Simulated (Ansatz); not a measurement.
Consider the following.

GeAs:
```cif
data_AsGe
_chemical_formula_sum 'Ge1 As1'
_space_group_name_H-M_alt 'P 1'
_space_group_IT_number 1
_cell_length_a 3.89648
_cell_length_b 3.89648
_cell_length_c 3.89648
_cell_angle_alpha 124.062
_cell_angle_beta 124.062
_cell_angle_gamma 83.097
loop_
_space_group_symop_operation_xyz
  'x, y, z'
loop_
_atom_site_label
_atom_site_type_symbol
_atom_site_fract_x
_atom_site_fract_y
_atom_site_fract_z
_atom_site_occupancy
Ge1 Ge 0.99453 0.99453 0.00000 1
As1 As 0.41947 0.41947 0.00000 1
```

This is the LDA-relaxed structure.

Problem. All from the program Ansatz at the LDA level (PAW), unless another level is named. Estimate the electronic character.

Solution. metallic (no gap).

Problem. Give the formation energy from the elements (no fitted shifts).

Solution. 0.025 eV/atom.

Problem. Next, the density of states at the Fermi level?

Solution. 0.26 states/eV per atom (mean over ±0.08 eV).

Space group I4mm. The workflow started from a Materials Project entry (that database holds measured and hypothetical structures alike); the Crystallography Open Database copy checked does not list it. Its standing as an ambient phase is unchecked. The cell was relaxed with LDA under the symmetry of its start; whether a distortion lowers the energy is not shown. The references are the lowest solids computed at this level, not always the standard phases. Spin–orbit coupling is left out wherever it is not named.

Potentials: the later of the program's two PAW sets.
